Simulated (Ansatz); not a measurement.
**AlFe (CsCl type), energy over volume and axial ratio**

AlFe (CsCl type)

```xyz
2
Lattice="2.8747 0.0000 0.0000 0.0000 2.8747 0.0000 0.0000 0.0000 2.8747" Properties=species:S:1:pos:R:3 pbc="T T T"
Al     0.0000     0.0000     0.0000
Fe     1.4374     1.4374     1.4374
```

Two coordinates are scanned: the volume, and the ratio of the stretch along z (the conventional c axis) to the stretch across it. Atoms keep their fractional coordinates.

All values below come from PBE (plane waves to 420 eV, PAW, scalar-relativistic; Ansatz, a program for electronic structure). k mesh 16×16×16 (Γ-centred), Fermi-Dirac smearing 0.05 eV. E stands for the smeared free energy. Stress and pressure are positive under compression. With partly filled bands, the response to shear is sensitive to the k mesh, so small differences along c/a are uncertain. AlFe was relaxed with its symmetry unable to fall. Relaxed AlFe ends ferromagnetic. Other magnetic orders were not checked, so this need not be the ground state. ΔE is measured from the relaxed starting cell.

ΔE (meV/atom), with V/V₀ across and (c/a)/(c/a)₀ down:

```
(c/a)/(c/a)₀ \ V/V₀  0.960  0.980  1.000  1.020  1.040
-------------------  -----  -----  -----  -----  -----
0.960                   16      8      5      7     14
0.980                   12      4      1      4     11
1.000                   11      3      0      3     10
1.020                   12      4      1      4     11
1.040                   16      7      4      6     13
```

P (GPa), with V/V₀ across and (c/a)/(c/a)₀ down:

```
(c/a)/(c/a)₀ \ V/V₀  0.960  0.980  1.000  1.020  1.040
-------------------  -----  -----  -----  -----  -----
0.960                  8.1    3.9    0.2   -3.1   -6.1
0.980                  7.9    3.8    0.0   -3.3   -6.3
1.000                  7.8    3.7    0.0   -3.3   -6.3
1.020                  7.9    3.8    0.0   -3.3   -6.3
1.040                  8.0    3.9    0.2   -3.2   -6.2
```

Key numbers:

| Quantity | Value |
|---|---|
| Shear modulus C′ = (C11 − C12)/2 (fit, atoms clamped) | 56 GPa |
| Lowest place on the grid | V/V₀ = 1.000, (c/a)/(c/a)₀ = 1.000 (0 meV/atom) |
| Highest place on the grid | V/V₀ = 0.960, (c/a)/(c/a)₀ = 0.960 (16 meV/atom) |

The 25 points together took about 8 core-minutes (a rough figure).

(Under strain, the slope of the energy per volume gives the stress and its curvature an elastic modulus.)
